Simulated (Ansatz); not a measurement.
PtW:
```cif
data_Pt2W2
_chemical_formula_sum 'W2 Pt2'
_space_group_name_H-M_alt 'P 1'
_space_group_IT_number 1
_cell_length_a 5.48196
_cell_length_b 5.48196
_cell_length_c 4.35825
_cell_angle_alpha 90.000
_cell_angle_beta 90.000
_cell_angle_gamma 151.329
loop_
_space_group_symop_operation_xyz
  'x, y, z'
loop_
_atom_site_label
_atom_site_type_symbol
_atom_site_fract_x
_atom_site_fract_y
_atom_site_fract_z
_atom_site_occupancy
W1 W 0.67047 0.32953 0.25000 1
Pt1 Pt 0.92768 0.07232 0.25000 1
W2 W 0.32953 0.67047 0.75000 1
Pt2 Pt 0.07232 0.92768 0.75000 1
```

Relaxed with PBE.

Task: Which orbitals make up the states near the Fermi level in PBE (plane waves, PAW; program Ansatz)?

Result: Within 0.5 eV of the Fermi level: W 5d 61 %, Pt 5d 27 %, outside the projected shells 6 %. Projections are on Löwdin-orthogonalised atomic valence shells; empty p or d shells of many metals are not among them.

Task: Tabulate the density of states.

Result: States/eV per cell of 4 atoms, in 0.25 eV bins, energy from the Fermi level.

| E (eV) | total | Pt 5d | W 5d | W 6s |
|---|---|---|---|---|
| -7.85 | 0.56 | 0.04 | 0.04 | 0.18 |
| -7.60 | 0.71 | 0.08 | 0.06 | 0.22 |
| -7.35 | 0.93 | 0.15 | 0.10 | 0.25 |
| -7.10 | 1.48 | 0.41 | 0.22 | 0.28 |
| -6.85 | 2.96 | 1.32 | 0.58 | 0.41 |
| -6.60 | 4.47 | 2.38 | 0.96 | 0.47 |
| -6.35 | 4.03 | 2.42 | 0.76 | 0.46 |
| -6.10 | 4.59 | 3.03 | 0.87 | 0.38 |
| -5.85 | 5.66 | 3.94 | 1.08 | 0.31 |
| -5.60 | 5.15 | 3.80 | 0.90 | 0.22 |
| -5.35 | 4.58 | 3.48 | 0.73 | 0.19 |
| -5.10 | 4.34 | 3.26 | 0.76 | 0.16 |
| -4.85 | 6.41 | 4.45 | 1.45 | 0.20 |
| -4.60 | 3.37 | 2.32 | 0.77 | 0.13 |
| -4.35 | 4.67 | 3.27 | 1.02 | 0.14 |
| -4.10 | 5.63 | 3.80 | 1.40 | 0.15 |
| -3.85 | 3.34 | 2.15 | 0.90 | 0.13 |
| -3.60 | 4.77 | 3.16 | 1.26 | 0.14 |
| -3.35 | 4.20 | 2.95 | 0.98 | 0.07 |
| -3.10 | 4.91 | 3.53 | 1.08 | 0.08 |
| -2.85 | 5.71 | 3.78 | 1.45 | 0.12 |
| -2.60 | 4.70 | 2.83 | 1.39 | 0.11 |
| -2.35 | 3.61 | 1.96 | 1.27 | 0.13 |
| -2.10 | 4.26 | 2.17 | 1.64 | 0.19 |
| -1.85 | 4.43 | 1.75 | 2.15 | 0.23 |
| -1.60 | 4.54 | 1.65 | 2.37 | 0.20 |
| -1.35 | 3.64 | 1.03 | 2.14 | 0.16 |
| -1.10 | 3.70 | 0.97 | 2.26 | 0.15 |
| -0.85 | 4.34 | 1.11 | 2.68 | 0.14 |
| -0.60 | 4.44 | 1.17 | 2.71 | 0.14 |
| -0.35 | 3.32 | 0.86 | 2.05 | 0.09 |
| -0.10 | 2.44 | 0.66 | 1.50 | 0.06 |
| 0.15 | 2.05 | 0.58 | 1.26 | 0.05 |
| 0.40 | 1.89 | 0.57 | 1.15 | 0.04 |
| 0.65 | 2.16 | 0.67 | 1.31 | 0.05 |
| 0.90 | 2.44 | 0.66 | 1.57 | 0.05 |
| 1.15 | 2.41 | 0.61 | 1.58 | 0.06 |
| 1.40 | 2.61 | 0.61 | 1.75 | 0.05 |
| 1.65 | 4.02 | 0.85 | 2.83 | 0.08 |
| 1.90 | 4.56 | 0.79 | 3.42 | 0.09 |
| 2.15 | 4.15 | 0.64 | 3.15 | 0.11 |
| 2.40 | 4.24 | 0.64 | 3.19 | 0.14 |
| 2.65 | 5.48 | 0.80 | 4.09 | 0.24 |
| 2.90 | 3.54 | 0.44 | 2.65 | 0.18 |
| 3.15 | 2.37 | 0.24 | 1.72 | 0.17 |

Space group Cmcm. The start of the workflow was typed in or built on a structure type; neither database checked (COD, Materials Project) lists it. Its standing as an ambient phase is unchecked. Symmetry was held in the PBE relaxation; its stability against distortions is not shown here. The run is not spin-polarised. Spin–orbit coupling is left out wherever it is not named.

Potentials: the earlier of the program's two PAW sets.
